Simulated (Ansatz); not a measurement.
## BN: N-14 nuclear quadrupole resonance

Cell: a computed structure from the Materials Project (it need not be an observed phase).

```cif
data_structure
_symmetry_space_group_name_H-M 'P 1'
_symmetry_Int_Tables_number 1
_cell_length_a 2.5539
_cell_length_b 2.5539
_cell_length_c 4.2269
_cell_angle_alpha 90.000
_cell_angle_beta 90.000
_cell_angle_gamma 120.000
_cell_volume 23.88
loop_
_atom_site_label
_atom_site_type_symbol
_atom_site_fract_x
_atom_site_fract_y
_atom_site_fract_z
_atom_site_occupancy
B1 B 0.66667 0.33333 0.99972 1
B2 B 0.33333 0.66667 0.49972 1
N3 N 0.66667 0.33333 0.62528 1
N4 N 0.33333 0.66667 0.12528 1
```

Atoms are numbered from 1 in the order listed; like atoms form one site, named after its first atom.

The numbers come from a DFT calculation in Ansatz (PBE, plane waves and PAW, scalar-relativistic, 420 eV cutoff, Γ-centred 12×12×7 k-points, Fermi–Dirac smearing 0.02 eV).

N-14: I = 1, Q = 20.44 mb (year-2017 value). Static lattice, zero field.

**Question.** The simulated lines lie at 0.170 MHz. What are |C_Q|, η and |V_zz| at N?

**Answer.** For I = 1 the lines are ν± = (3/4)|C_Q|(1 ± η/3) and ν₀ = |C_Q|η/2. Here |C_Q| = 0.227 MHz, η = 0.00 and |V_zz| = 0.46 × 10²¹ V/m². The calculation gives V_zz positive; the lines don't show the sign. The site has 4 B at 1.57–1.58 Å.

An axis of threefold or higher order runs through N, so V_zz lies along it and η is zero.
